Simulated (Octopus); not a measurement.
## LiH (Fm-3m, No. 225): conduction levels under hydrostatic strain

LiH (Fm-3m, No. 225), cubic lattice constant 4.017 Å. The cell is a database entry, not relaxed again.

Method: LDA in Octopus 16.4; grid spacing about 0.17 Å, Γ-centred 8×8×8 k-mesh, Fermi-Dirac smearing of 0.01 eV, no spin polarisation; PseudoDojo 0.4 LDA potentials. The cell is scaled uniformly. Energies of the lowest empty band count from each cell's highest valence level among the special points, at X; they are Kohn-Sham values at fixed points of the zone.

```json
[
 {"a (Å)": "3.836", "ln(V/V₀)": "-0.1381", "Γ (eV)": "17.910", "X (eV)": "2.487", "L (eV)": "4.959"},
 {"a (Å)": "3.877", "ln(V/V₀)": "-0.1069", "Γ (eV)": "17.468", "X (eV)": "2.523", "L (eV)": "4.878"},
 {"a (Å)": "3.917", "ln(V/V₀)": "-0.0760", "Γ (eV)": "17.041", "X (eV)": "2.556", "L (eV)": "4.800"},
 {"a (Å)": "3.957", "ln(V/V₀)": "-0.0453", "Γ (eV)": "16.627", "X (eV)": "2.588", "L (eV)": "4.724"},
 {"a (Å)": "3.997", "ln(V/V₀)": "-0.0150", "Γ (eV)": "16.226", "X (eV)": "2.617", "L (eV)": "4.651"},
 {"a (Å)": "4.017", "ln(V/V₀)": "0.0000", "Γ (eV)": "?", "X (eV)": "?", "L (eV)": "?"},
 {"a (Å)": "4.057", "ln(V/V₀)": "0.0299", "Γ (eV)": "15.648", "X (eV)": "2.657", "L (eV)": "4.546"}
]
```

V₀ is the volume of the database cell.

**Question.** Fit each column by a quadratic in ln V through the rows shown. Give the volume deformation potentials dE/d ln V at the withheld row, and predict that row.

**Answer.** Fits: Γ: 16.030 −12.94 x +4.9 x²; X: 2.631 +0.91 x −0.9 x²; L: 4.615 −2.35 x +1.0 x², with x = ln(V/V₀). At x = 0.0000 the slopes are −12.9 eV (Γ), +0.9 eV (X), −2.4 eV (L). Predicted against computed: 16.030 against 16.030 eV, 2.631 against 2.631 eV, 4.615 against 4.615 eV.

The lowest of these levels is that at X in all rows.
